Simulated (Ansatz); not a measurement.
TiS₂ (CdI2 type)

```xyz
3
Lattice="3.2980 0.0000 0.0000 -1.6490 2.8562 0.0000 0.0000 0.0000 5.3406" Properties=species:S:1:pos:R:3 pbc="T T T"
Ti     0.0000     0.0000     0.0000
S      0.0000     1.9041     1.4352
S      1.6490     0.9521     3.9055
```

Two coordinates are scanned: the volume, and the ratio of the stretch along z (the conventional c axis) to the stretch across it. Atoms keep their fractional coordinates.

All values below come from PBEsol-D3(BJ) (plane waves to 420 eV, PAW, scalar-relativistic; Ansatz, a first-principles code). k mesh 16×16×9 (Γ-centred), Fermi-Dirac smearing 0.05 eV. The energy includes the smearing's −TS. As the atoms are clamped, bonds stretch with the cell, which overstates energies and stresses. With partly filled bands, the response to shear is sensitive to the k mesh, so small differences along c/a are uncertain. TiS2 is run without spin polarisation. TiS2 was relaxed with its symmetry unable to fall. ΔE is measured from the relaxed starting cell.

Estimate the ΔE (eV/atom) for all points of the grid V/V₀ = 0.960, 0.973, 0.987, 1.000, 1.013, 1.027, 1.040 by (c/a)/(c/a)₀ = 0.880, 0.920, 0.960, 1.000, 1.040, 1.080, 1.120.

ΔE (eV/atom), with V/V₀ across and (c/a)/(c/a)₀ down:

| (c/a)/(c/a)₀ \ V/V₀ | 0.960 | 0.973 | 0.987 | 1.000 | 1.013 | 1.027 | 1.040 |
|---|---|---|---|---|---|---|---|
| 0.880 | 0.079 | 0.072 | 0.067 | 0.064 | 0.064 | 0.066 | 0.070 |
| 0.920 | 0.041 | 0.034 | 0.030 | 0.028 | 0.028 | 0.031 | 0.035 |
| 0.960 | 0.018 | 0.012 | 0.008 | 0.007 | 0.007 | 0.010 | 0.015 |
| 1.000 | 0.011 | 0.005 | 0.001 | 0.000 | 0.001 | 0.004 | 0.009 |
| 1.040 | 0.016 | 0.010 | 0.007 | 0.006 | 0.008 | 0.011 | 0.017 |
| 1.080 | 0.033 | 0.027 | 0.025 | 0.024 | 0.026 | 0.030 | 0.035 |
| 1.120 | 0.060 | 0.055 | 0.053 | 0.053 | 0.055 | 0.059 | 0.065 |

(A scan under strain: stresses follow from slopes of the energy per volume, elastic moduli from its curvatures.)
